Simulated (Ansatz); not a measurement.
AgI (zinc blende, F-43m), a = b = c = 6.6282 Å, α = β = γ = 90.00°; the cell used has 2 atoms.

Relaxed with PBE.

Question: Give the optical modes at the zone centre with their infrared and Raman activity from DFPT, PBE in the plane-wave PAW code Ansatz.

Answer: Transverse frequencies, without the LO–TO term; a row sums one degenerate level.

```
ω (cm⁻¹)  degeneracy  IR ((D/Å)²/amu)  Raman (Å⁴/amu)  activity  symmetry
--------  ----------  ---------------  --------------  --------  --------
90                 3             1.96             110  IR+Raman        T2
```

Question: How high does the top mode go among those that the LO–TO term moves?

Answer: 109 cm⁻¹ for q along x.

The cell was relaxed with PBE under the symmetry of its start; phonons on a q-mesh show no instability. No spin polarisation was allowed. Spin–orbit coupling is left out wherever it is not named.

Potentials: the later of the program's two PAW sets.
